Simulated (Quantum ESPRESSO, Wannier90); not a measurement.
## HgTe (P3₂21), plane waves to Wannier functions

Structure: Materials Project mp-1071269, symmetrised, not relaxed again. Not found in the COD (Crystallography Open Database) copy used, which has the formula in other groups; not checked further. Level: PBEsol, no spin polarisation, no spin-orbit coupling; pw.x of Quantum ESPRESSO at 66 Ry with PseudoDojo potentials, 4×4×4 k-points, Wannier90. Density: 12×12×4 mesh, Gaussian smearing 0.01 Ry. The cell is built of weakly bound layers, chains or molecules. Database cells relaxed without dispersion often hold them too far apart, which can enlarge gaps and weakens couplings between them; spacing and stacking were not compared with the measured crystal. Spin-orbit coupling is left out although heavy elements are present.

On the energy scale of pw.x, whose zero is arbitrary, the valence-band maximum lies at 9.04 eV.

Input w.win:

```
num_bands = 12
num_wann = 12
exclude_bands = 1-27,31-45,55-84
num_iter = 1000
conv_tol = 1.0e-6
conv_window = 4
write_hr = true
write_u_matrices = true
begin projections
Te: s;p
end projections
begin unit_cell_cart
ang
    4.6629300710    0.0000000000    0.0000000000
   -2.3314650355    4.0382158975    0.0000000000
    0.0000000000    0.0000000000   10.4080000000
end unit_cell_cart
begin atoms_frac
Hg  -0.3116800000 -0.3116800000  0.0000000000
Hg   0.3116800000  0.0000000000 -0.3333333333
Hg   0.0000000000  0.3116800000  0.3333333333
Te  -0.4862800000 -0.4862800000  0.5000000000
Te   0.4862800000  0.0000000000  0.1666666667
Te   0.0000000000  0.4862800000 -0.1666666667
end atoms_frac
mp_grid = 4 4 4
begin kpoints
0.0000000000 0.0000000000 0.0000000000
0.0000000000 0.0000000000 0.2500000000
0.0000000000 0.0000000000 0.5000000000
... (61 more lines: the 4x4x4 mesh through Gamma)
end kpoints
```

Input of pw2wannier90.x that gives the overlap and projection files (equivalent; here they were cut from one run over all bands):

```
&inputpp
  outdir = './out'
  prefix = 'pwscf'
  seedname = 'w'
  write_amn = .true.
  write_mmn = .true.
/
```

Output w.wout (banner and timings cut):

```
                                    ------
                                    SYSTEM
                                    ------

                              Lattice Vectors (Ang)
                    a_1     4.662930   0.000000   0.000000
                    a_2    -2.331465   4.038216   0.000000
                    a_3     0.000000   0.000000  10.408000

                   Unit Cell Volume:     195.98179  (Ang^3)

                        Reciprocal-Space Vectors (Ang^-1)
                    b_1     1.347476   0.777966  -0.000000
                    b_2     0.000000   1.555931   0.000000
                    b_3     0.000000  -0.000000   0.603688

 *----------------------------------------------------------------------------*
 |   Site       Fractional Coordinate          Cartesian Coordinate (Ang)     |
 +----------------------------------------------------------------------------+
 | hg   1  -0.31168  -0.31168   0.00000   |   -0.72667  -1.25863   0.00000    |
 | hg   2   0.31168   0.00000  -0.33333   |    1.45334   0.00000  -3.46933    |
 | hg   3   0.00000   0.31168   0.33333   |   -0.72667   1.25863   3.46933    |
 | te   1  -0.48628  -0.48628   0.50000   |   -1.13374  -1.96370   5.20400    |
 | te   2   0.48628   0.00000   0.16667   |    2.26749   0.00000   1.73467    |
 | te   3   0.00000   0.48628  -0.16667   |   -1.13374   1.96370  -1.73467    |
 *----------------------------------------------------------------------------*
                                ------------
                                K-POINT GRID
                                ------------

             Grid size =  4 x  4 x  4      Total points =   64

 *---------------------------------- MAIN ------------------------------------*
 |  Number of Wannier Functions               :                12             |
 |  Number of Objective Wannier Functions     :                12             |
 |  Number of input Bloch states              :                12             |
 |  Output verbosity (1=low, 5=high)          :                 1             |
 |  Timing Level (1=low, 5=high)              :                 1             |
 |  Optimisation (0=memory, 3=speed)          :                 3             |
 |  Length Unit                               :               Ang             |
 |  Post-processing setup (write *.nnkp)      :                 F             |
 |  Using Gamma-only branch of algorithms     :                 F             |
 *----------------------------------------------------------------------------*
 *------------------------------- WANNIERISE ---------------------------------*
 |  Total number of iterations                :              1000             |
 |  Number of CG steps before reset           :                 5             |
 |  Trial step length for line search         :             2.000             |
 |  Convergence tolerence                     :         0.100E-05             |
 |  Convergence window                        :                 4             |
 |  Iterations between writing output         :                 1             |
 |  Iterations between backing up to disk     :               100             |
 |  Write r^2_nm to file                      :                 F             |
 |  Write xyz WF centres to file              :                 F             |
 |  Write on-site energies <0n|H|0n> to file  :                 F             |
 |  Use guiding centre to control phases      :                 F             |
 |  Use phases for initial projections        :                 F             |
 *----------------------------------------------------------------------------*
 *-------------------------------- PLOTTING ----------------------------------*
 |  Plotting Hamiltonian in WF basis          :                 T             |
 *----------------------------------------------------------------------------*

       ... (k-mesh section left out)

 Starting a new Wannier90 calculation ...

 Reading overlaps from w.mmn

 Reading projections from w.amn

 *------------------------------- WANNIERISE ---------------------------------*
 +--------------------------------------------------------------------+<-- CONV
 | Iter  Delta Spread     RMS Gradient      Spread (Ang^2)            |<-- CONV
 +--------------------------------------------------------------------+<-- CONV

 ------------------------------------------------------------------------------
 Initial State
  WF centre and spread    1  ( -1.180796, -2.045198,  5.204000 )     1.89502484
  WF centre and spread    2  ( -1.380061, -2.390336,  5.204000 )     5.97236032
  WF centre and spread    3  ( -1.471419, -2.152022,  4.898297 )     4.86771084
  WF centre and spread    4  ( -1.197785, -2.462756,  5.509645 )     4.86627947
  WF centre and spread    5  (  2.361591, -0.000004,  1.734687 )     1.89502211
  WF centre and spread    6  (  2.760122,  0.000004,  1.734648 )     5.97233005
  WF centre and spread    7  (  2.796660,  0.000000,  1.734667 )     4.98301122
  WF centre and spread    8  (  2.532311,  0.000001,  1.734667 )     4.98210215
  WF centre and spread    9  ( -1.180799,  2.045196, -1.734687 )     1.89502211
  WF centre and spread   10  ( -1.380057,  2.390338, -1.734648 )     5.97233005
  WF centre and spread   11  ( -1.471417,  2.152022, -1.428965 )     4.86770097
  WF centre and spread   12  ( -1.197785,  2.462757, -2.040312 )     4.86626802
  Sum of centres and spreads ( -0.009436,  0.000001, 20.816000 )    53.03516216

      0     0.530E+02     0.0000000000       53.0351621619  <-- CONV
        O_D=      0.1895820 O_OD=     11.0847070 O_TOT=     53.0351622 <-- SPRD
 ------------------------------------------------------------------------------
      1    -0.108E+01     1.9922813347       51.9584139264  <-- CONV
        O_D=      0.1455232 O_OD=     10.0520175 O_TOT=     51.9584139 <-- SPRD
      2    -0.497E+00     1.4433562623       51.4614070363  <-- CONV
        O_D=      0.0692168 O_OD=      9.6313170 O_TOT=     51.4614070 <-- SPRD
      3    -0.209E+00     0.9793585102       51.2519450336  <-- CONV
        O_D=      0.0652575 O_OD=      9.4258144 O_TOT=     51.2519450 <-- SPRD
      4    -0.112E+00     0.7129344316       51.1396958030  <-- CONV
        O_D=      0.0515803 O_OD=      9.3272424 O_TOT=     51.1396958 <-- SPRD
      5    -0.340E-01     0.4284550256       51.1056966763  <-- CONV
        O_D=      0.0497377 O_OD=      9.2950858 O_TOT=     51.1056967 <-- SPRD
       ... (lines left out)
    100    -0.896E-01     0.5269686570       45.6368273809  <-- CONV
        O_D=      0.0704108 O_OD=      3.8055434 O_TOT=     45.6368274 <-- SPRD
       ... (lines left out)
    200    -0.430E-02     0.1125370203       44.5074735671  <-- CONV
        O_D=      0.0534318 O_OD=      2.6931686 O_TOT=     44.5074736 <-- SPRD
       ... (lines left out)
    294    -0.665E-06     0.0015654644       44.4600155172  <-- CONV
        O_D=      0.0523121 O_OD=      2.6468303 O_TOT=     44.4600155 <-- SPRD
    295    -0.609E-06     0.0020923707       44.4600149081  <-- CONV
        O_D=      0.0523123 O_OD=      2.6468295 O_TOT=     44.4600149 <-- SPRD
    296    -0.709E-06     0.0014444163       44.4600141994  <-- CONV
        O_D=      0.0523129 O_OD=      2.6468281 O_TOT=     44.4600142 <-- SPRD
             <<<     Delta < 1.000E-06  over  4 iterations     >>>
             <<< Wannierisation convergence criteria satisfied >>>
 Final State
  WF centre and spread    1  ( -1.480137, -1.617819,  5.520691 )     3.48451951
  WF centre and spread    2  ( -0.661000, -2.090745,  4.887308 )     3.48453408
  WF centre and spread    3  ( -1.966822, -2.446190,  4.495235 )     3.92548381
  WF centre and spread    4  ( -1.135054, -2.926414,  5.912762 )     3.92550103
  WF centre and spread    5  (  2.140464,  0.472680,  1.418106 )     3.48237465
  WF centre and spread    6  (  3.101862, -0.480011,  1.025777 )     3.92547978
  WF centre and spread    7  (  3.101891,  0.480434,  2.443306 )     3.92540549
  WF centre and spread    8  (  2.141814, -0.473171,  2.051483 )     3.48669771
  WF centre and spread    9  ( -1.480136,  1.617818, -2.051357 )     3.48451603
  WF centre and spread   10  ( -0.661000,  2.090749, -1.417974 )     3.48454192
  WF centre and spread   11  ( -1.966825,  2.446194, -1.025904 )     3.92547129
  WF centre and spread   12  ( -1.135055,  2.926413, -2.443429 )     3.92548891
  Sum of centres and spreads (  0.000003, -0.000064, 20.816005 )    44.46001420

         Spreads (Ang^2)       Omega I      =    41.760873158
        ================       Omega D      =     0.052312892
                               Omega OD     =     2.646828149
    Final Spread (Ang^2)       Omega Total  =    44.460014199
```
